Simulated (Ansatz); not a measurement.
LiF in space group P6_3/mmc (No. 194; Li on 2d, F on 2c), r²SCAN (plane waves, PAW; program Ansatz). The conduction-band minimum lies at Γ, with 1 equivalent valley. Second derivatives d²E/dk² of the lowest band at one valley (eV·Å²), along Cartesian directions:

| direction | d²E/dk² |
|---|---|
| [100] | 8.352 |
| [010] | 8.352 |
| [001] | 9.341 |
| [110] | 8.352 |
| [101] | 8.846 |
| [011] | 8.846 |

### Question
Find the principal effective masses, the density-of-states mass and the conductivity mass.

### Answer
Off-diagonal terms follow from H_xy = H[110] − (H_xx + H_yy)/2, and m*/mₑ = 7.620 eV·Å² over each eigenvalue: 0.82, 0.91, 0.91. One valley's DOS mass (m₁m₂m₃)^(1/3) = 0.88, conductivity mass 3/(Σ 1/mᵢ) = 0.88 mₑ.

### Question
What effective density of states Nc follows at 300 K for parabolic valleys?

### Answer
Nc = 2.509e19 × 1 × (0.88)^(3/2) ≈ 2.1e19 cm⁻³.

The start of the workflow was typed in or built on a structure type; neither database checked (COD, Materials Project) lists it. It is not the phase usual at ambient conditions (space group No. 225). Symmetry was held in the r²SCAN relaxation; whether a distortion lowers the energy is not shown.

Potentials: the earlier of the program's two PAW sets.

Edges and masses are those of Kohn–Sham bands, whose gap is no quasiparticle gap.
